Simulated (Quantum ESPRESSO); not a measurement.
## SiAsF3O3 (one run as intended and one with a planted mistake)

Simulated, not a measurement. The program is pw.x of Quantum ESPRESSO 7.5 (plane-wave density functional theory). The cell is made up: 8 atoms on a quartz lattice with one site empty, with randomly drawn elements, strain and displacements, not relaxed. PseudoDojo standard norm-conserving files (v0.5 for PBE, v0.4.1 for LDA and PBEsol) set the functional; there is no spin polarisation, spin-orbit coupling or dispersion term, and the masses in the input are unused placeholders.

Intended input:

```
&control calculation='scf', pseudo_dir='./dojo.nc.sr.pbe.v0_5.standard.upf', outdir='./o', disk_io='medium', tprnfor=.true., tstress=.true. /
&system ibrav=0, nat=8, ntyp=4, nbnd=35, ecutwfc=84.00895049, nosym=.true., tot_charge=0,
 occupations='smearing', smearing='fd', degauss=0.0018374661
/
&electrons conv_thr=7.350e-09, electron_maxstep=60, /
ATOMIC_SPECIES
As 1.0 As.upf
F 1.0 F.upf
O 1.0 O.upf
Si 1.0 Si.upf
CELL_PARAMETERS angstrom
5.2831 0.0 0.0
-2.6415 4.5753 0.0
0.0 0.0 5.8621
ATOMIC_POSITIONS angstrom
Si 2.5198 -0.0649 3.9094
As -1.2767 2.0478 1.924
F 1.4804 1.2261 4.6067
O 3.4672 0.7283 2.5862
O 2.8897 2.7931 0.7849
F 0.2494 1.7871 1.2941
O -1.1076 3.2844 3.2168
F 0.8863 3.8941 5.1139
K_POINTS automatic
5 5 4 1 1 1
```

The log is shortened where brackets say so; the opening notice, blank lines, dates and the lines on written files are dropped, and the path of the files is cut. It prints rydbergs, bohrs and kilobars, and counts compression as positive stress. Where no state is partly filled, the Fermi energy that it prints is only some level between the filled and the empty states on the mesh, and need not lie in the true gap.

Log of the intended run:

```
     Program PWSCF v.7.5
     Parallel version (MPI & OpenMP), running on       1 processor cores
     Number of MPI processes:                 1
     Threads/MPI process:                     1
     [start-up lines left out]
     bravais-lattice index     =            0
     lattice parameter (alat)  =       9.9836  a.u.
     unit-cell volume          =     956.2209 (a.u.)^3
     number of atoms/cell      =            8
     number of atomic types    =            4
     number of electrons       =        58.00
     number of Kohn-Sham states=           35
     kinetic-energy cutoff     =      84.0090  Ry
     charge density cutoff     =     336.0358  Ry
     scf convergence threshold =      7.3E-09
     mixing beta               =       0.7000
     number of iterations used =            8  plain     mixing
     Exchange-correlation= PBE
                           (   1   4   3   4   0   0   0)
     [axes and pseudopotential details left out]
   Cartesian axes
     site n.     atom                  positions (alat units)
         1        Si     tau(   1) = (   0.4769548  -0.0122845   0.7399822  )
         2        As     tau(   2) = (  -0.2416574   0.3876133   0.3641801  )
         3        F      tau(   3) = (   0.2802143   0.2320797   0.8719691  )
         4        O      tau(   4) = (   0.6562813   0.1378547   0.4895232  )
         5        O      tau(   5) = (   0.5469705   0.5286858   0.1485681  )
         6        F      tau(   6) = (   0.0472071   0.3382673   0.2449509  )
         7        O      tau(   7) = (  -0.2096496   0.6216805   0.6088849  )
         8        F      tau(   8) = (   0.1677614   0.7370862   0.9679733  )
     number of k points=    50  Fermi-Dirac smearing, width (Ry)=  0.0018
                       cart. coord. in units 2pi/alat
        k(    1) = (   0.1000000   0.1732039   0.1126537), wk =   0.0400000
        k(    2) = (   0.1000000   0.1732039   0.3379612), wk =   0.0400000
     [further k points left out]
     Dense  grid:    99371 G-vectors     FFT dimensions: (  60,  60,  72)
     Estimated max dynamical RAM per process >     129.22 MB
     Initial potential from superposition of free atoms
     starting charge      57.9991, renormalised to      58.0000
     Starting wfcs are   37 randomized atomic wfcs
     total cpu time spent up to now is       18.9 secs
     per-process dynamical memory:    95.4 Mb
     Self-consistent Calculation
     iteration #  1     ecut=    84.01 Ry     beta= 0.70
     Davidson diagonalization with overlap
     ethr =  1.00E-02,  avg # of iterations =  3.1
     total cpu time spent up to now is       50.8 secs
     total energy              =    -466.93757418 Ry
     estimated scf accuracy    <       1.86938523 Ry
     iteration #  2     ecut=    84.01 Ry     beta= 0.70
     Davidson diagonalization with overlap
     ethr =  3.22E-03,  avg # of iterations =  2.9
     total cpu time spent up to now is       87.0 secs
     total energy              =    -466.67971910 Ry
     estimated scf accuracy    <       4.96320982 Ry
     [iterations 3 to 10 left out]
     iteration # 11     ecut=    84.01 Ry     beta= 0.70
     Davidson diagonalization with overlap
     ethr =  4.83E-10,  avg # of iterations =  2.1
     total cpu time spent up to now is      385.3 secs
     total energy              =    -467.82059525 Ry
     estimated scf accuracy    <       0.00000005 Ry
     iteration # 12     ecut=    84.01 Ry     beta= 0.70
     Davidson diagonalization with overlap
     ethr =  8.04E-11,  avg # of iterations =  2.6
     total cpu time spent up to now is      415.3 secs
     End of self-consistent calculation
     [lines on levels left out]
     the Fermi energy is     2.1135 ev
!    total energy              =    -467.82059526 Ry
     estimated scf accuracy    <          6.2E-09 Ry
     smearing contrib. (-TS)   =       0.00000000 Ry
     internal energy E=F+TS    =    -467.82059526 Ry
     The total energy is F=E-TS. E is the sum of the following terms:
     one-electron contribution =    -358.13211597 Ry
     hartree contribution      =     202.38748265 Ry
     xc contribution           =    -108.66271759 Ry
     ewald contribution        =    -203.41324435 Ry
     convergence has been achieved in  12 iterations
     Forces acting on atoms (cartesian axes, Ry/au):
     atom    1 type  4   force =    -0.03881384    0.03135680    0.02877377
     atom    2 type  1   force =    -0.10886010    0.32352425   -0.19656603
     atom    3 type  2   force =     0.09901160   -0.13159871   -0.07820137
     atom    4 type  3   force =    -0.11340162   -0.25783956    0.19353566
     atom    5 type  3   force =     0.11213411   -0.07193710    0.09361314
     atom    6 type  2   force =     0.04861073   -0.02030056    0.00168125
     atom    7 type  3   force =     0.07651836    0.06661807    0.05467467
     atom    8 type  2   force =    -0.07519924    0.06017681   -0.09751110
     Total force =     0.608166     Total SCF correction =     0.000270
     Computing stress (Cartesian axis) and pressure
          total   stress  (Ry/bohr**3)                   (kbar)     P=      -75.71
  -0.00055428   0.00038669  -0.00028328          -81.54       56.88      -41.67
   0.00038669  -0.00032421  -0.00018546           56.88      -47.69      -27.28
  -0.00028328  -0.00018546  -0.00066547          -41.67      -27.28      -97.89
     init_run     :     15.82s CPU     18.73s WALL (       1 calls)
     electrons    :    367.87s CPU    396.48s WALL (       1 calls)
     forces       :      4.46s CPU      4.51s WALL (       1 calls)
     stress       :     18.80s CPU     18.96s WALL (       1 calls)
     [timing details left out]
     PWSCF        :   6m47.28s CPU   7m19.50s WALL
     JOB DONE.
```

A second run has one planted mistake: the self-consistency threshold is too loose. The input lines that differ, file-writing options aside:

```
- &electrons conv_thr=7.350e-09, electron_maxstep=60, /
+ &electrons conv_thr=7.350e-03, electron_maxstep=60, /
```

Its log:

```
     Program PWSCF v.7.5
     Parallel version (MPI & OpenMP), running on       1 processor cores
     Number of MPI processes:                 1
     Threads/MPI process:                     1
     [start-up lines left out]
     bravais-lattice index     =            0
     lattice parameter (alat)  =       9.9836  a.u.
     unit-cell volume          =     956.2209 (a.u.)^3
     number of atoms/cell      =            8
     number of atomic types    =            4
     number of electrons       =        58.00
     number of Kohn-Sham states=           35
     kinetic-energy cutoff     =      84.0090  Ry
     charge density cutoff     =     336.0358  Ry
     scf convergence threshold =      7.3E-03
     mixing beta               =       0.7000
     number of iterations used =            8  plain     mixing
     Exchange-correlation= PBE
                           (   1   4   3   4   0   0   0)
     [axes and pseudopotential details left out]
   Cartesian axes
     site n.     atom                  positions (alat units)
         1        Si     tau(   1) = (   0.4769548  -0.0122845   0.7399822  )
         2        As     tau(   2) = (  -0.2416574   0.3876133   0.3641801  )
         3        F      tau(   3) = (   0.2802143   0.2320797   0.8719691  )
         4        O      tau(   4) = (   0.6562813   0.1378547   0.4895232  )
         5        O      tau(   5) = (   0.5469705   0.5286858   0.1485681  )
         6        F      tau(   6) = (   0.0472071   0.3382673   0.2449509  )
         7        O      tau(   7) = (  -0.2096496   0.6216805   0.6088849  )
         8        F      tau(   8) = (   0.1677614   0.7370862   0.9679733  )
     number of k points=    50  Fermi-Dirac smearing, width (Ry)=  0.0018
                       cart. coord. in units 2pi/alat
        k(    1) = (   0.1000000   0.1732039   0.1126537), wk =   0.0400000
        k(    2) = (   0.1000000   0.1732039   0.3379612), wk =   0.0400000
     [further k points left out]
     Dense  grid:    99371 G-vectors     FFT dimensions: (  60,  60,  72)
     Estimated max dynamical RAM per process >     129.22 MB
     Initial potential from superposition of free atoms
     starting charge      57.9991, renormalised to      58.0000
     Starting wfcs are   37 randomized atomic wfcs
     total cpu time spent up to now is       20.4 secs
     per-process dynamical memory:    95.4 Mb
     Self-consistent Calculation
     iteration #  1     ecut=    84.01 Ry     beta= 0.70
     Davidson diagonalization with overlap
     ethr =  1.00E-02,  avg # of iterations =  3.1
     total cpu time spent up to now is       73.5 secs
     total energy              =    -466.93757418 Ry
     estimated scf accuracy    <       1.86938523 Ry
     iteration #  2     ecut=    84.01 Ry     beta= 0.70
     Davidson diagonalization with overlap
     ethr =  3.22E-03,  avg # of iterations =  2.9
     total cpu time spent up to now is      115.8 secs
     total energy              =    -466.67971910 Ry
     estimated scf accuracy    <       4.96320982 Ry
     iteration #  3     ecut=    84.01 Ry     beta= 0.70
     Davidson diagonalization with overlap
     ethr =  3.22E-03,  avg # of iterations =  3.0
     total cpu time spent up to now is      162.4 secs
     total energy              =    -467.75421109 Ry
     estimated scf accuracy    <       0.75119554 Ry
     iteration #  4     ecut=    84.01 Ry     beta= 0.70
     Davidson diagonalization with overlap
     ethr =  1.30E-03,  avg # of iterations =  2.0
     total cpu time spent up to now is      206.8 secs
     total energy              =    -467.80909925 Ry
     estimated scf accuracy    <       0.07794054 Ry
     iteration #  5     ecut=    84.01 Ry     beta= 0.70
     Davidson diagonalization with overlap
     ethr =  1.34E-04,  avg # of iterations =  2.5
     total cpu time spent up to now is      247.7 secs
     End of self-consistent calculation
     [lines on levels left out]
     the Fermi energy is     2.2097 ev
!    total energy              =    -467.81822272 Ry
     estimated scf accuracy    <       0.00425271 Ry
     smearing contrib. (-TS)   =       0.00000000 Ry
     internal energy E=F+TS    =    -467.81822272 Ry
     The total energy is F=E-TS. E is the sum of the following terms:
     one-electron contribution =    -358.13691468 Ry
     hartree contribution      =     202.43846603 Ry
     xc contribution           =    -108.70652972 Ry
     ewald contribution        =    -203.41324435 Ry
     convergence has been achieved in   5 iterations
     Forces acting on atoms (cartesian axes, Ry/au):
     atom    1 type  4   force =    -0.03472348    0.02961510    0.02917811
     atom    2 type  1   force =    -0.10742500    0.32376506   -0.19125462
     atom    3 type  2   force =     0.10325058   -0.13411942   -0.07529663
     atom    4 type  3   force =    -0.11144995   -0.24887672    0.18948055
     atom    5 type  3   force =     0.11181180   -0.07334944    0.09242415
     atom    6 type  2   force =     0.04253710   -0.02023254    0.00553451
     atom    7 type  3   force =     0.07060843    0.06310094    0.04843332
     atom    8 type  2   force =    -0.07460950    0.06009703   -0.09849938
     Total force =     0.599438     Total SCF correction =     0.182930
     SCF correction compared to forces is large: reduce conv_thr to get better values
     Computing stress (Cartesian axis) and pressure
          total   stress  (Ry/bohr**3)                   (kbar)     P=      -66.74
  -0.00050319   0.00041733  -0.00029846          -74.02       61.39      -43.90
   0.00041733  -0.00023920  -0.00014549           61.39      -35.19      -21.40
  -0.00029846  -0.00014549  -0.00061858          -43.90      -21.40      -91.00
     init_run     :     19.58s CPU     20.26s WALL (       1 calls)
     electrons    :    215.72s CPU    227.28s WALL (       1 calls)
     forces       :      5.43s CPU      5.49s WALL (       1 calls)
     stress       :     20.30s CPU     20.45s WALL (       1 calls)
     [timing details left out]
     PWSCF        :   4m21.33s CPU   4m34.01s WALL
     JOB DONE.
```

|  | intended run | run with the mistake |
| --- | --- | --- |
| free energy (eV) | -6365.023 | -6364.991 |
| smearing term -TS (eV) | 0.0000 | 0.0000 |
| pressure (GPa) | -7.57 | -6.67 |
| largest force component (eV/Å) | 8.318 | 8.324 |
| largest change of a force component (eV/Å) |  | 0.230 |
| iterations | 12 | 5 |

For scale, a rerun of the intended cell at a cutoff of 1437 eV and k mesh 7 x 7 x 6 moved values by no more than 0.004 eV in energy, 0.02 GPa in stress and 0.002 eV/Å in force.